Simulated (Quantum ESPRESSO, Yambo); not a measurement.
K2CO3 (space group P6_3/mmc, No. 194). The geometry is that of Materials Project entry mp-10662, symmetrised and not relaxed again. Chain: PBEsol (pw.x of Quantum ESPRESSO, ONCV potentials, scalar-relativistic); G0W0 in Yambo (3×3×2 Γ-centred k mesh, 285 bands and a 7 Ry block in the screening, 285 bands in G with the Bruneval-Gonze terminator, plasmon pole fitted at 27.2 eV); BSE (3×3×2 mesh, 16 valence and 20 conduction bands, static screening with 111 bands and a 3 Ry block, scissor 2.59 eV, Tamm-Dancoff).

```
Property                                                                   Value
-----------------------------------------------  -------------------------------
PBEsol gap (dense path)                                                  3.48 eV
PBEsol gap Γ → Γ on the GW mesh                                          3.48 eV
PBEsol smallest direct gap on the GW mesh, at Γ                          3.48 eV
G0W0 direct gap at that point                                            6.07 eV
G0W0 correction to the gap Γ → Γ                                         2.59 eV
direct gap on the BSE mesh, with the scissor                             6.07 eV
first BSE state allowed for light along x                                5.96 eV
lowest BSE state                                                         4.17 eV
binding of the lowest exciton                                            1.90 eV
RPA electronic dielectric constant along x       2.41 (3×3×2 mesh, PBEsol bands)
```

Rough cost of the Yambo steps against G0W0 for 8 states: BSE about 1/2, one RPA spectrum about 1/20.

Nearest settings tried, and what they do to the gap: 138 bands in W: +79 meV; 6 Ry block (341 vectors against 431): -31 meV; 3×3×1 mesh: -86 meV. Not varied: bands in G. So the settings aren't converged at that level. The BSE states are vertical excitations (zero momentum). Convergence of the RPA response with its 3×3×2 mesh was not tested. Convergence of the binding with the mesh was not shown. Axes are Cartesian, with cell vectors (Å) (5.74, 0.00, 0.00), (-2.87, 4.97, 0.00), (0.00, 0.00, 6.82).

The structure is a Materials Project entry; no match was found in the copy of COD used, and its stability was not checked.
